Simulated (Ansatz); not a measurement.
P:
Space group Cmce (No. 64); a = 3.323 Å, b = 10.198 Å, c = 4.160 Å, α = 90.00°, β = 90.00°, γ = 90.00°

```json
[
 {"atom": "P", "site": "8f", "symmetry": "m..", "x": "0.0000", "y": "0.3936", "z": "0.4283"}
]
```
(The calculation used a cell of 4 atoms; values per cell refer to that cell.)

Relaxed at zero pressure with plane-wave PAW PBE+D3(BJ) (Ansatz code).

Problem. The volume is raised by 9 % and shape and atoms relax at that volume. What pressure results, and how do the axes share the change?

Solution. -1.8 GPa; a -0.2 %, b 3.9 %, c 5.1 %; the energy rises by 10 meV/atom.

Problem. Give the new structure.

Solution. 
Space group Cmce (No. 64); a = 3.317 Å, b = 10.600 Å, c = 4.371 Å, α = β = γ = 90.00°

```
atom  site  symmetry       x       y       z
----  ----  --------  ------  ------  ------
P       8f       m..  0.0000  0.3986  0.4205
```

The phase is kept; no other phase was compared at this pressure.

The PBE+D3(BJ) relaxation kept the symmetry of its start.

Potentials: the later of the program's two PAW sets.
